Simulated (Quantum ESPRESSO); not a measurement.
# Kohn-Sham bands of Si2Ni (Fm-3m)

```xyz
3
Lattice="0.0000 2.6932 2.6932 2.6932 0.0000 2.6932 2.6932 2.6932 0.0000" Properties=species:S:1:pos:R:3 pbc="T T T"
Si     1.3466     1.3466     1.3466
Si    -1.3466    -1.3466    -1.3466
Ni     0.0000     0.0000     0.0000
```

Materials Project entry mp-2291; symmetrised, unrelaxed at this level. COD (Crystallography Open Database) has an entry of this formula and space group (matched by these alone). Level: PBEsol, no spin polarisation, no spin-orbit coupling; pw.x of Quantum ESPRESSO at 79 Ry with PseudoDojo potentials, 10×10×10 k-points, Wannier90. Density: 10×10×10 mesh, cold smearing 0.01 Ry. A non-magnetic state is assumed; magnetic ones were not tried.

List the Kohn-Sham levels between −8 and 3.0 eV relative to the Fermi level at the high-symmetry points, as a band run of pw.x on that density gives them (levels within 2 meV counted together).


| point | k (reciprocal lattice) | levels (eV) |
|---|---|---|
| Γ | 0.000 0.000 0.000 | -5.32 (×3), -3.58 (×2), -0.23, 1.72 (×3), 2.20 (×3) |
| X | 0.500 0.000 0.500 | -7.39, -4.61 (×2), -3.71 (×2), -3.52, -3.16, -0.41, 1.32 |
| U | 0.625 0.250 0.625 | -7.57, -5.08, -4.49, -3.90, -3.52, -2.98, -2.68, 0.19 |
| K | 0.375 0.375 0.750 | -7.57, -5.08, -4.49, -3.90, -3.52, -2.98, -2.68, 0.19 |
| L | 0.500 0.500 0.500 | -4.89 (×2), -3.82, -3.40 (×2), -1.50 (×2), 1.73, 1.81 (×2), 2.64 |
| W | 0.500 0.250 0.750 | -7.18, -6.87, -3.83 (×2), -3.71, -3.24, -2.48, 2.23 (×2) |
